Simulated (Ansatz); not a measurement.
Given:

Zr2C:
Space group P4/nmm, origin choice 1 (No. 129); a = b = 3.6476 Å, c = 6.9657 Å, α = β = γ = 90.00°

```tsv
atom	site	symmetry	x	y	z
Zr	2a	-4m2	0.0000	0.0000	0.0000
Zr	2c	4mm	0.5000	0.0000	0.3699
C	2c	4mm	0.0000	0.5000	0.2711
```

This is the PBE-relaxed structure.

All from PBE (plane waves, PAW; program Ansatz), unless another level is named. Give the electronic character.

metallic (no gap).

Next, the formation energy from the elements (no fitted shifts)?

0.069 eV/atom.

Next, the density of states at the Fermi level?

0.39 states/eV per atom (mean over ±0.08 eV).

The cell is a constructed one: a structure type filled with these elements; neither database checked (COD, Materials Project) lists it. Whether it is the stable phase at ambient conditions was not checked. Symmetry was held in the PBE relaxation; whether a distortion lowers the energy is not shown. No spin polarisation was allowed. The references are the lowest solids computed at this level, not always the standard phases. Scalar-relativistic: spin–orbit coupling is off unless named, which matters more the heavier the elements.

Potentials: the earlier of the program's two PAW sets.
